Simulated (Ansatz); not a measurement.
Ni₂H: zone-centre modes under pressure

Ni₂H, P-3m1, a = 2.491 Å, c = 4.118 Å. The structure is a COD entry; whether it is the stable form wasn't checked. Ansatz: LDA, PAW, 420 eV, Γ-centred 18×18×10 mesh on 3 atoms, Fermi-Dirac smearing 0.15 eV; no spin polarisation. Cell and atoms are relaxed at each pressure with the symmetry kept; optical modes at Γ by linear response, in cm⁻¹, matched by rank (the highest 3 distinct ones).

| P (GPa) | V (Å³/atom) | ω1 | ω2 | ω3 |
| --- | --- | --- | --- | --- |
| 0 | 7.375 | 305.8 | 785.5 | 805.5 |
| 3 | 7.288 | 314.0 | 806.2 | 829.9 |
| 10 | 7.103 | ? | ? | ? |

Problem. Get each mode's Grüneisen parameter γ = −d ln ω/d ln V from the other rows and predict the missing frequencies.

Solution. ln(V/V0) = 0.0000, -0.0119, -0.0376; a line through ln(ω/ω0) of the 2 known rows gives ω1: γ = 2.224, predicted 332.5, computed 331.8; ω2: γ = 2.186, predicted 852.8, computed 850.7; ω3: γ = 2.508, predicted 885.2, computed 882.3. The worst miss is 0.3 %, or 4 % of the shift under pressure, so a constant γ serves at that level. In a metal these frequencies hang on the mesh and smearing.

Spin polarisation was left out, and a magnetic state may lie lower.